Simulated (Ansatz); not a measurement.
Si2W in space group I4/mcm (No. 140; Si on 8h, W on 4a) under volume change, plane-wave PAW PBE (Ansatz code), shape and atoms relaxed at each volume.

| V (Å³/atom) | E − E(relaxed) (meV/atom) | P (GPa) |
|---|---|---|
| 14.156 | 85.2 | 21.15 |
| 14.622 | 35.8 | 12.96 |
| 15.089 | ___ | ___ |
| 15.556 | 0.0 | 0.00 |
| 16.022 | 7.6 | -5.10 |
| 16.489 | ___ | ___ |
| 16.956 | 62.0 | -13.13 |

Problem. What belongs in the gaps?

Solution. 
- 15.089, E − E(relaxed) (meV/atom): 8.5
- 15.089, P (GPa): 5.97
- 16.489, E − E(relaxed) (meV/atom): 29.0
- 16.489, P (GPa): -9.44

Problem. What does a third-order Birch–Murnaghan fit give for V₀, B₀ and B′?

Solution. V₀ = 15.56 Å³/atom, B₀ = 183 GPa, B′ = 4.3.

A made-up cell: these elements were put on the sites of a structure type; neither database checked (COD, Materials Project) lists it. It is not the phase usual at ambient conditions (space group No. 139). Symmetry was held in the PBE relaxation; whether a distortion lowers the energy is not shown. No spin polarisation was allowed. Spin–orbit coupling is left out wherever it is not named.

Potentials: the later of the program's two PAW sets.
